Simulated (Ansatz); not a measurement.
Data:

Al2Cu:
```yaml
crystal:
  lattice:
    - [-2.99768, 2.99768, 2.41270]
    - [2.99768, -2.99768, 2.41270]
    - [2.99768, 2.99768, -2.41270]
  atoms:
    - { symbol: Cu, position: [0.75000, 0.75000, 0.00000] }
    - { symbol: Cu, position: [0.25000, 0.25000, 0.00000] }
    - { symbol: Al, position: [0.15926, 0.65926, 0.81852] }
    - { symbol: Al, position: [0.84074, 0.34074, 0.18148] }
    - { symbol: Al, position: [0.34074, 0.15926, 0.50000] }
    - { symbol: Al, position: [0.65926, 0.84074, 0.50000] }
```

This is the PBEsol-relaxed structure.

**Question.** All from PBEsol in the plane-wave PAW code Ansatz, unless another level is named. Predict the bulk modulus (Birch–Murnaghan fit).

**Answer.** 109 GPa.

**Question.** And the highest zone-centre frequency?

**Answer.** 325 cm^-1.

Space group I4/mcm. The cell was relaxed with PBEsol under the symmetry of its start. The run is not spin-polarised. As this level gives no gap, phonon frequencies hold no LO–TO term and depend on the k-mesh and smearing (Fermi–Dirac, 0.1 eV here).

Potentials: the earlier of the program's two PAW sets. The files were generated under PBE; for other functionals the program regenerates the frozen cores, and for LDA and PBEsol the local potential too.
